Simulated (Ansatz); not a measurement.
Ga (α-Ga, space group No. 64) at seven volumes, r²SCAN in the plane-wave PAW code Ansatz, shape and atoms relaxed at each. One row is withheld.

```tsv
V (Å³/atom)	P (GPa)
17.499	7.39
18.076	?
18.653	2.05
19.230	0.00
19.807	-1.72
20.384	-3.16
20.961	-4.35
```

Problem. Fit the shown pressures and predict the withheld one.

Solution. P = (3/2)B₀(x^(7/2) − x^(5/2))[1 + (3/4)(B′ − 4)(x − 1)] with x = (V₀/V)^(2/3). Least squares on the six rows gives V₀ = 19.230 Å³/atom, B₀ = 62.3 GPa, B′ = 4.86. At V = 18.076, x = 1.0421 and P = 4.48 GPa. The run itself gave 4.47 GPa.

Space group Cmce (α-Ga). The r²SCAN relaxation kept the symmetry of its start; of distortions, only those at the zone centre were tested.

Potentials: the earlier of the program's two PAW sets.
